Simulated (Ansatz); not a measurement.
Input file for Ansatz (a first-principles code):

Ansatz 0.2 input:
```yaml
crystal:
  lattice:
    - [2.5157673001, 0.0, 0.0]
    - [-1.2578836501, 2.1787183919, 0.0]
    - [0.0, 0.0, 37.0586144645]
  atoms:
    - { symbol: C, position: [0.0, 0.0, 0.7711243845] }
    - { symbol: C, position: [0.3333333333, 0.6666666667, 0.7850869526] }
    - { symbol: C, position: [0.3333333333, 0.6666666667, 0.8266519435] }
    - { symbol: C, position: [0.6666666667, 0.3333333333, 0.8405272954] }
    - { symbol: C, position: [0.6666666667, 0.3333333333, 0.882123681] }
    - { symbol: C, position: [0.0, 0.0, 0.8959937339] }
    - { symbol: C, position: [0.0, 0.0, 0.9375945756] }
    - { symbol: C, position: [0.3333333333, 0.6666666667, 0.951463936] }
    - { symbol: C, position: [0.3333333333, 0.6666666667, 0.9930654317] }
    - { symbol: C, position: [0.6666666667, 0.3333333333, 0.0069345683] }
    - { symbol: C, position: [0.6666666667, 0.3333333333, 0.048536064] }
    - { symbol: C, position: [0.0, 0.0, 0.0624054244] }
    - { symbol: C, position: [0.0, 0.0, 0.1040062661] }
    - { symbol: C, position: [0.3333333333, 0.6666666667, 0.117876319] }
    - { symbol: C, position: [0.3333333333, 0.6666666667, 0.1594727046] }
    - { symbol: C, position: [0.6666666667, 0.3333333333, 0.1733480565] }
    - { symbol: C, position: [0.6666666667, 0.3333333333, 0.2149130474] }
    - { symbol: C, position: [0.0, 0.0, 0.2288756155] }
    - { symbol: C, position: [0.0, 0.0, 0.2711243845] }
    - { symbol: C, position: [0.6666666667, 0.3333333333, 0.2850869526] }
    - { symbol: C, position: [0.6666666667, 0.3333333333, 0.3266519435] }
    - { symbol: C, position: [0.3333333333, 0.6666666667, 0.3405272954] }
    - { symbol: C, position: [0.3333333333, 0.6666666667, 0.382123681] }
    - { symbol: C, position: [0.0, 0.0, 0.3959937339] }
    - { symbol: C, position: [0.0, 0.0, 0.4375945756] }
    - { symbol: C, position: [0.6666666667, 0.3333333333, 0.451463936] }
    - { symbol: C, position: [0.6666666667, 0.3333333333, 0.4930654317] }
    - { symbol: C, position: [0.3333333333, 0.6666666667, 0.5069345683] }
    - { symbol: C, position: [0.3333333333, 0.6666666667, 0.548536064] }
    - { symbol: C, position: [0.0, 0.0, 0.5624054244] }
    - { symbol: C, position: [0.0, 0.0, 0.6040062661] }
    - { symbol: C, position: [0.6666666667, 0.3333333333, 0.617876319] }
    - { symbol: C, position: [0.6666666667, 0.3333333333, 0.6594727046] }
    - { symbol: C, position: [0.3333333333, 0.6666666667, 0.6733480565] }
    - { symbol: C, position: [0.3333333333, 0.6666666667, 0.7149130474] }
    - { symbol: C, position: [0.0, 0.0, 0.7288756155] }
kpoints:
  mp_grid: { grid: [11, 11, 1] }
hamiltonian:
  xc: r2scan
  pseudopotentials: { kind: paw }
scf:
  occupations: { method: fixed }
output:
  optics: { e_range: [0.0, 15.0], de: 0.05, sigma: 0.1, bands: { spectra_wanted_up_to: 12 eV } }
```

Output (shortened):

```
output.optics: the spectra are integrated over the Brillouin zone by k·p interpolation around the k-points, where levels, occupations, output.optics.sigma and …
Pseudopotential: C, paw, valence charge 4
Functional definition: r2SCAN
Crystal: 36 atoms, lattice volume = 203.124 Å³
Basis set: ecut = 500 eV, 5181 PW (Γ), exchange–correlation on 80×80×1152 points (64 copies of the dense FFT grid, shifted against one another)
Bands: 108, of which v1, the nominal top of the filled ones, is band 72 counted from 1 (71 counted from 0)
Symmetry: 24 space group operations
Space group: P63/mmc (ITA 194), of the structure as read, at distance tolerance 5.9e-5 Å
k-points: 16 of 121
SCF iter   1: F=—  HF=-9054.910967 eV  |F-HF|=—  |Δ(HF+E_count)|=         —  Δρ=9.07e-3  dr2=5.15e-2  dr2_τ=6.95e0  ethr=1.77e-3  ⟨swp⟩=4.6  Hψ=6403  notcnv=0  defer=516
preconditioner: auto → Resta (q_TF=auto, 2.576 Å⁻¹)
SCF iter   2: F=—  HF=-9055.925280 eV  |F-HF|=—  |Δ(HF+E_count)|=    1.01e0  Δρ=6.23e-3  dr2=2.32e-2  dr2_τ=1.27e-3  ethr=3.58e-5  ⟨swp⟩=3.0  Hψ=3367  notcnv=0  defer=539
SCF iter   3: F=—  HF=-9055.924198 eV  |F-HF|=—  |Δ(HF+E_count)|=   1.08e-3  Δρ=1.71e-3  dr2=1.89e-3  dr2_τ=3.77e-4  ethr=1.61e-5  ⟨swp⟩=2.6  Hψ=2321  notcnv=0  defer=544
SCF iter   4: F=—  HF=-9055.924639 eV  |F-HF|=—  |Δ(HF+E_count)|=   4.41e-4  Δρ=3.22e-4  dr2=7.53e-5  dr2_τ=4.27e-6  ethr=1.32e-6  ⟨swp⟩=2.2  Hψ=2403  notcnv=0  defer=514
SCF iter   5: F=—  HF=-9055.924638 eV  |F-HF|=—  |Δ(HF+E_count)|=   6.84e-7  Δρ=2.74e-5  dr2=8.67e-7  dr2_τ=1.79e-7  ethr=5.23e-8  ⟨swp⟩=2.0  Hψ=2180  notcnv=0  defer=469
SCF iter   6: F=—  HF=-9055.924894 eV  |F-HF|=—  |Δ(HF+E_count)|=   2.56e-4  Δρ=1.26e-5  dr2=1.26e-7  dr2_τ=2.22e-8  ethr=6.02e-10  ⟨swp⟩=2.8  Hψ=2867  notcnv=0  defer=469
SCF iter   7: F=—  HF=-9055.924894 eV  |F-HF|=—  |Δ(HF+E_count)|=   5.49e-8  Δρ=4.59e-6  dr2=1.42e-8  dr2_τ=3.07e-9  ethr=8.76e-11  ⟨swp⟩=2.9  Hψ=2407  notcnv=0  defer=469
SCF iter   8: F=—  HF=-9055.924894 eV  |F-HF|=—  |Δ(HF+E_count)|=   1.19e-8  Δρ=7.31e-7  dr2=4.31e-10  dr2_τ=6.55e-11  ethr=9.88e-12  ⟨swp⟩=2.2  Hψ=2373  notcnv=0  defer=469
SCF iter  10: F=-9055.924894 eV  HF=-9055.924894 eV  |F-HF|=3.64e-12  |Δ(HF+E_count)|=  1.46e-11  Δρ=2.21e-8  dr2=7.47e-13  dr2_τ=1.50e-13  ethr=1.00e-12  ⟨swp⟩=13.6  Hψ=9333  notcnv=0
SCF 1 converged in 10 iterations: F = -9055.924894 eV  dr2 = 7.47e-13
NSCF: frozen V_eff on 16 k-points
Optics k sum: 0 of 16 k-points
Optics k sum: 1 of 16 k-points
Optics k sum: 2 of 16 k-points
Optics k sum: 3 of 16 k-points
Optics k sum: 4 of 16 k-points
Optics k sum: 5 of 16 k-points
Optics k sum: 6 of 16 k-points
Optics k sum: 7 of 16 k-points
Optics k sum: 8 of 16 k-points
Optics k sum: 9 of 16 k-points
Optics k sum: 10 of 16 k-points
Optics k sum: 11 of 16 k-points
Optics k sum: 12 of 16 k-points
Optics k sum: 13 of 16 k-points
Optics k sum: 14 of 16 k-points
Optics k sum: 15 of 16 k-points
Optics k sum: 16 of 16 k-points
Optics k sum: 0 of 16 k-points
Optics k sum: 1 of 16 k-points
Optics k sum: 2 of 16 k-points
Optics k sum: 3 of 16 k-points
Optics k sum: 4 of 16 k-points
Optics k sum: 5 of 16 k-points
Optics k sum: 6 of 16 k-points
Optics k sum: 7 of 16 k-points
Optics k sum: 8 of 16 k-points
Optics k sum: 9 of 16 k-points
Optics k sum: 10 of 16 k-points
Optics k sum: 11 of 16 k-points
Optics k sum: 12 of 16 k-points
Optics k sum: 13 of 16 k-points
Optics k sum: 14 of 16 k-points
Optics k sum: 15 of 16 k-points
Optics k sum: 16 of 16 k-points
NSCF: frozen V_eff on 1 k-points
NSCF: frozen V_eff on 1 k-points
NSCF: frozen V_eff on 1 k-points
NSCF: frozen V_eff on 1 k-points
NSCF: frozen V_eff on 1 k-points
output.optics: what the bands over the 146 summed would add to eps1, eps2 and the energy-loss function is held between a lower and an upper bound (8 Lanczos …
SCF converged after 10 iterations
Free energy (F): -9055.924894 eV
Harris-Foulkes:  -9055.924894 eV  (|F-HF|=3.64e-12)
Internal energy: -9055.924894 eV  (E = F + TS)
E sigma→0 (E₀):  -9055.924894 eV
Fermi energy:    13.417073 eV
--- Per-component energies (eV) ---
  E_band       = 553.555975
  E_kinetic    = 3321.032402
  E_local      = -2176.695711  (includes V_loc(G=0)·N_el)
  E_nonlocal   = 946.598076
  E_hartree    = 480.337643
  E_xc         = -1727.270793
  E_vxc        = -2386.910981  (∫ρ·V_xc dr)
  E_paw        = -3626.374920  (= ΣΔE_a)
  E_vpaw       = -237.090733  (= ΣTr[D̂ρ^β])
  E_aug_tail   = 0.000151  (compensation charges beyond the density's cutoff)
  E_vtau       = 125.947488  (kinetic-family band-sum trace: ∫τ·v_τ [+ j·A + Jᵃ·Aᵃ] dr)
  E_ewald      = -6272.659888
  E_core_change = -0.891855  (= ΣΔE_core)
  E_smearing   =  0.000000  (= −TS)
  E_closure    = 0.000000  (closes the sum)
  Σ components = -9055.924894   (vs F -9055.924894, Δ=0.00e0)
  [band-id]    e_kinetic+e_local+e_nonlocal+2·e_hartree+e_vxc+e_vpaw+e_augmentation_tail+e_vtau = 553.555978   (vs E_band 553.555975, Δ=3.72e-6)
--- Band table (eV; the first three rows and the last of 16) ---
  k-point 0: bands = ["-9.3669", "-9.2917", "-9.2619", "-9.0236", "-8.9931", "-8.5787", "-8.5494", "-7.9602", "-7.9328", "-7.1740", "-7.1486", "-6.2315", "-6.2083", "-5.1607", "-5.1402", "-4.0596", "-4.0422", "-3.4167", "-0.7048", "0.0654", "0.0922", …
  k-point 1: bands = ["-9.1535", "-9.0784", "-9.0488", "-8.8108", "-8.7805", "-8.3668", "-8.3377", "-7.7496", "-7.7224", "-6.9654", "-6.9402", "-6.0256", "-6.0028", "-4.9587", "-4.9386", "-3.8632", "-3.8464", "-3.2256", "-0.5125", "0.2499", "0.2767", …
  k-point 2: bands = ["-8.5163", "-8.4414", "-8.4123", "-8.1754", "-8.1457", "-7.7341", "-7.7057", "-7.1213", "-7.0948", "-6.3432", "-6.3189", "-5.4121", "-5.3904", "-4.3575", "-4.3388", "-3.2788", "-3.2641", "-2.6565", "0.0409", "0.7784", "0.8058", "2.2560", …
  k-point 15: bands = ["-2.3054", "-2.3006", "-2.1492", "-2.1470", "-2.1466", "-2.1458", "-2.0750", "-2.0192", "-1.9199", "-1.7833", "-1.6720", "-1.4841", "-1.3609", "-1.1884", "-1.0466", "-0.9619", "-0.8217", "-0.8099", "0.5344", "0.6137", "0.7003", …
```

Cost: very roughly 18 core-minutes on shared cores.

Space group P6_3/mmc. The start of the workflow was typed in or built on a structure type. Its sites differ from those of the usual phase in this space group: another stacking or structure type. The r²SCAN relaxation kept the symmetry of its start; whether a distortion lowers the energy is not shown.

Potentials: the later of the program's two PAW sets.

Ansatz is a plane-wave DFT program.
